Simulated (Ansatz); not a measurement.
Here is the system:

BiClO:
```cif
data_Bi2Cl2O2
_chemical_formula_sum 'Bi2 Cl2 O2'
_space_group_name_H-M_alt 'P 1'
_space_group_IT_number 1
_cell_length_a 3.85091
_cell_length_b 3.85091
_cell_length_c 7.16764
_cell_angle_alpha 90.000
_cell_angle_beta 90.000
_cell_angle_gamma 90.000
loop_
_space_group_symop_operation_xyz
  'x, y, z'
loop_
_atom_site_label
_atom_site_type_symbol
_atom_site_fract_x
_atom_site_fract_y
_atom_site_fract_z
_atom_site_occupancy
Bi1 Bi 0.00000 0.50000 0.82530 1
Bi2 Bi 0.50000 0.00000 0.17470 1
Cl1 Cl 0.50000 0.00000 0.64484 1
Cl2 Cl 0.00000 0.50000 0.35516 1
O1 O 0.00000 0.00000 0.00000 1
O2 O 0.50000 0.50000 0.00000 1
```

This is the LDA-relaxed structure.

### Question
All from plane-wave PAW LDA (Ansatz code), unless another level is named. Estimate the vibrational entropy at 300 K.

### Answer
31.0 J/(K·mol of atoms).

### Question
What about the Hill bulk and shear moduli?

### Answer
70.5 and 35.9 GPa.

Space group P4/nmm. The workflow started from a Materials Project entry (that database holds measured and hypothetical structures alike); the Crystallography Open Database files this formula in space group No. 129, but the cells were not matched. Its standing as an ambient phase is unchecked. Symmetry was held in the LDA relaxation; phonons on a q-mesh show no instability. A crystal of weakly bound layers computed without a dispersion correction: the cell and the soft elastic constants depend strongly on that. Scalar-relativistic: spin–orbit coupling is off unless named, which matters more the heavier the elements.

Potentials: the later of the program's two PAW sets.
